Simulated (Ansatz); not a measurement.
Space group Im-3m (No. 229). a = 5.510 Å, b = 5.510 Å, c = 5.510 Å, α = 90.00°, β = 90.00°, γ = 90.00°
```csv
atom,site,symmetry,x,y,z
Mn,2a,m-3m,0.0000,0.0000,0.0000
Ga,8c,.-3m,0.2500,0.2500,0.7500
```

Equation of state of this MnGa4 structure (not necessarily the ground state), with shape and atoms relaxed at each volume where symmetry leaves them free. It has no gap at any of these volumes. Method: Ansatz 0.2.0, DFT PBEsol, scalar-relativistic, plane waves, PAW.

Plane waves to 420 eV, a k mesh through Γ of 10×10×10 on the computed 5-atom cell and Gaussian smearing (0.10 eV); collinear spin.

| V (Å³/atom) | E − E(largest V) (meV/atom) | P (GPa) |
| --- | --- | --- |
| 14.718 | 54.61 | 18.02 |
| 15.219 | 7.35 | 12.32 |
| 15.721 | -23.47 | 7.50 |
| 16.223 | -40.41 | 3.44 |
| 16.724 | -45.64 | 0.01 |
| 17.226 | -40.98 | -2.87 |
| 17.728 | -27.99 | -5.30 |
| 18.397 | 0.00 | -7.93 |

Question: Fit a third-order Birch–Murnaghan equation to E(V).

Answer: V0 = 16.73 Å³/atom, B0 = 105 GPa, B0' = 4.7.

Only parallel moments were tried here.